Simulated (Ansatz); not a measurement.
GeB₂W₂ in space group P-6m2 (No. 187; W on 2h, Ge on 1a, B on 1b, B on 1f) under volume change, the program Ansatz at the r²SCAN level (PAW), shape and atoms relaxed at each volume.

```
V (Å³/atom)  E − E(relaxed) (meV/atom)  P (GPa)
-----------  -------------------------  -------
10.484                            93.0    31.29
10.830                            39.0    19.13
11.176                             9.2     8.78
11.521                             0.0     0.00
11.867                             8.2    -7.38
12.212                            31.0   -13.59
12.558                            66.1   -18.83
```

Task: What does a third-order Birch–Murnaghan fit give for V₀, B₀ and B′?

Result: V₀ = 11.52 Å³/atom, B₀ = 267 GPa, B′ = 4.6.

The start of the workflow was typed in or built on a structure type; neither database checked (COD, Materials Project) lists it. Whether it is the stable phase at ambient conditions was not checked. Symmetry was held in the r²SCAN relaxation; its stability against distortions is not shown here. The run is not spin-polarised. Scalar-relativistic: spin–orbit coupling is off unless named, which matters more the heavier the elements.

Potentials: the earlier of the program's two PAW sets.
